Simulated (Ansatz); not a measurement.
Calculated quadrupolar parameters for SiO2

The cell is a structure deposited in the COD.

Space group P4_12_12 (No. 92); a = 4.9640, c = 6.9200 Å.

| site | Wyckoff | site symmetry | x | y | z |
| --- | --- | --- | --- | --- | --- |
| Si | 4a | ..2 | 0.3000 | 0.3000 | 0.0000 |
| O | 8b | 1 | 0.2450 | 0.1000 | 0.1750 |

One atom of each set is listed.

Method: Kohn–Sham DFT in Ansatz, PBE, plane waves and PAW, scalar-relativistic, 420 eV cutoff, Γ-centred 5×5×4 k-points, Fermi–Dirac smearing 0.02 eV.

Conventions: |V_zz| ≥ |V_yy| ≥ |V_xx|, η = (V_xx − V_yy)/V_zz, C_Q = eQV_zz/h. ν_Q = 3|C_Q|/[2I(2I − 1)].

¹⁷O: I = 5/2, Q = -25.58 mb. Nuclear quadrupole moments: year-2017 set (Pyykkö).

| site | atoms | first shell | C_Q (MHz) | η | ν_Q (MHz) |
| --- | --- | --- | --- | --- | --- |
| O | 8 | 2 Si at 1.59 Å, angle 149° | -5.52 | 0.11 | 0.828 |

At O V_zz runs parallel to the line that joins its two neighbours (within 2°).

Si has no stable isotope with a ground-state quadrupole moment in the table, so these sites are left out.

The calculated pressure of 11 GPa (PBE) comes largely from the unrelaxed atoms: it is 1.3 GPa once they are relaxed in the same cell. The largest force is 0.8 eV/Å, so the atoms aren't at the calculated equilibrium and relaxing them would move these values.

The run took 14 s of wall time (14 s of CPU time) and 0.4 GiB at its peak, on 1 thread of Arm Neoverse V2 (aarch64; 8 cores open to the job, memory cap 2.5 GiB, no GPU), a shared host with a load of 0.3 a core.
